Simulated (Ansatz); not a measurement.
Computed scan of one atom of the cell: La2O3 (A-La2O3 type, space group P-3m1)

La₂O₃ (A-La2O3 type, space group P-3m1)

```xyz
5
Lattice="3.9404 0.0000 0.0000 -1.9702 3.4125 0.0000 0.0000 0.0000 6.1883" Properties=species:S:1:pos:R:3 pbc="T T T"
La     0.0000     2.2750     1.5309
La     1.9702     1.1375     4.6574
O      0.0000     0.0000     0.0000
O      0.0000     2.2750     3.9933
O      1.9702     1.1375     2.1950
```

Scan: atom 1 (La, nearest neighbour O at 2.370 Å; its periodic images, 3.9 Å or more away, move with it) is displaced towards the nearest neighbour, direction (-0.831, -0.480, 0.280) in Cartesian axes, by s. The other atoms stay.

Method: PBE (plane waves to 420 eV, PAW, scalar-relativistic; Ansatz, a program for electronic structure). k mesh 8×8×5 (Γ-centred), Fermi-Dirac smearing 0.05 eV. The energy includes the smearing's −TS. Compression counts positive. Left out: 2 of 11 points, with atoms too close for the PAW data. F∥ is the force on the atom along that direction. F⊥ is the part of the force across the line. La2O3 is run without spin polarisation. La2O3 was relaxed with its symmetry unable to fall. The PAW data are Ansatz's earlier set. ΔE is measured from the undisplaced structure.

```tsv
s (Å)	ΔE (eV/cell)	F∥ (eV/Å)	|F⊥| (eV/Å)	P (GPa)
-0.470	0.511	2.142	0.404	3.03
-0.376	0.332	1.675	0.321	1.72
-0.282	0.194	1.282	0.269	0.75
-0.188	0.091	0.907	0.214	0.12
-0.094	0.024	0.496	0.130	-0.14
0.000	0.000	0.000	0.001	0.01
0.094	0.029	-0.644	0.187	0.62
0.188	0.128	-1.513	0.433	1.76
0.282	0.323	-2.707	0.734	3.52
```

Read from the data:

| Quantity | Result |
|---|---|
| Energy at s = 0.282 Å | 323 meV/cell |
| Force along the line at s = -0.470 Å | 2.14 eV/Å |
| Symmetry of the curve | not even: the positive side lies higher at ±0.282 Å |
| Shape of the curve | a single well with its minimum at or next to zero displacement |
| Force constant k = d²E/ds² at s = 0 (finite differences) | 5.94 eV/Å² |
| Harmonic estimate at the end of the scan | ½ks² = 236 meV/cell against the computed 323 meV/cell, so the well is stiffer than harmonic there |

(A displaced cell: forces are minus the slopes of the energy, force constants its curvatures, and phonons follow from these.)
